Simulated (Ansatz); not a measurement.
Zone-centre modes in BaTiO3

The calculation used DFT PBE, scalar-relativistic, plane waves, PAW (Ansatz 0.2.0). Settings: plane waves to 420 eV, k-mesh 8×6×6 (Γ-centred), Gaussian smearing 0.05 eV. No spin polarisation.

Zero of the scan (relaxed at this level; it needn't be the usual structure):

```xyz
10
Lattice="-3.9854 0.0000 0.0000 0.0000 3.9854 4.2018 0.0000 3.9854 -4.2018" Properties=species:S:1:pos:R:3 pbc="T T T"
Ba    0.0000    3.9854    4.1443
Ba    0.0000    3.9854   -0.0575
Ti   -1.9927    1.9927    1.9710
Ti   -1.9927    5.9780    1.9710
O    -1.9927    1.9927    0.1590
O    -1.9927    5.9780    0.1590
O    -1.9927    3.9854   -2.0279
O    -1.9927    3.9854    2.1739
O     0.0000    5.9780   -2.0279
O     0.0000    1.9927   -2.0279
```

Harmonic modes by finite displacements of 0.02 Å, without the LO–TO term. The cell doubles the primitive one, so its zone centre also holds the primitive cell's point q = (0, 1/2, 1/2).

(1) At this geometry, is the structure stable against these modes?

(2) List the wavenumbers in cm⁻¹.

Results:

(1) No: 3 modes are unstable, the strongest at 129i cm⁻¹.

(2) 129i, 128i, 65i, 0, 0, 0, 88, 90, 98, 146, 159, 159, 181, 194, 270, 273, 288, 288, 308, 332, 338, 359, 367, 428, 447, 452, 452, 547, 570, 744.

Cost: 1 run of about 15 core-minutes, on Arm Neoverse V2 (shared hosts).